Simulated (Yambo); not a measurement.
AlAs (zinc blende, space group F-43m, No. 216): a test of whether the lowest BSE state is resolved, against the k mesh (Yambo, LDA bands; otherwise 3 valence and 4 conduction bands, static screening with 25 bands and a 4 Ry block, scissor 1.14 eV, Tamm-Dancoff).

```
k mesh    direct gap (eV)  lowest state (eV)  difference (eV)  k points taking part  rough cost
--------  ---------------  -----------------  ---------------  --------------------  ----------
4×4×4                3.14               2.97             0.16                   1.0  about 1/40
6×6×6                3.14               2.98             0.16                   1.0  about 1/10
8×8×8                3.14               3.00             0.13                   1.0   about 1/3
10×10×10             3.14               3.02             0.11                   1.0           1
```

The last step moves the difference by 0.02 eV. Even the densest mesh doesn't resolve the state: none of these energies is a result, and the difference is no binding energy.

These are vertical excitations (zero momentum); the indirect quasiparticle gap, about 2.41 eV, is smaller than the direct one (3.14 eV on the GW mesh). The scissor comes from a G0W0 run whose convergence isn't established; costs are rough.

Spin-orbit splittings are left out.

The standard potential for As keeps a d shell in the valence without the s and p states of that shell. In tests on such compounds this moved G0W0 gaps by up to about 0.9 eV, so absolute quasiparticle energies here are unreliable; differences between settings are what counts.

Geometry relaxed with LDA; primitive cell a = b = c = 3.9764 Å, α = β = γ = 60.00°.
